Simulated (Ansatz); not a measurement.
Ti: energy along a strain

Ti, Fm-3m, a = 4.060 Å (as given, not relaxed at this level: 4.4 GPa). This isn't the element's structure at ambient conditions. Ansatz: r2SCAN, PAW, 500 eV, Γ-centred 20×20×20 mesh on 1 atom, Gaussian smearing 0.15 eV; no spin polarisation. Cell vectors (Å): 0.000 2.030 2.030; 2.030 0.000 2.030; 2.030 2.030 0.000. The cell is strained by x per cent times the pattern (0 0 0 1 0 0) in the order xx yy zz yz xz xy (engineering shears), with fractional coordinates held. y is the free energy over the start, V0 = 16.731 Å³/atom. Symmetry makes y even in x. Points with a strain past 8.5 % were computed too (4) and aren't used here.

```
x (%) y (meV/atom)
-7.50         20.86
 0.00          0.00
 1.87          1.30
 3.75          5.23
 5.62             ?
```

Q: Fit y = c2 x² + c4 x⁴ to the other rows, get the stiffness along the pattern, and predict the missing energy.

A: Least squares on the rows shown. y = 0.37223 x² − 2.4573×10⁻⁵ x⁴. The clamped-ion stiffness p·C·p = 2 × 3.722 eV × 160.2 / 16.731 Å³ = 71 GPa, which is C44 in these axes (second derivative at the start, which stands under stress). At x = 5.62 the fit asked for gives 11.73 meV/atom. The run gave 11.74 meV/atom, so the fit is 0.01 meV/atom too low, a small miss on the scale of the series.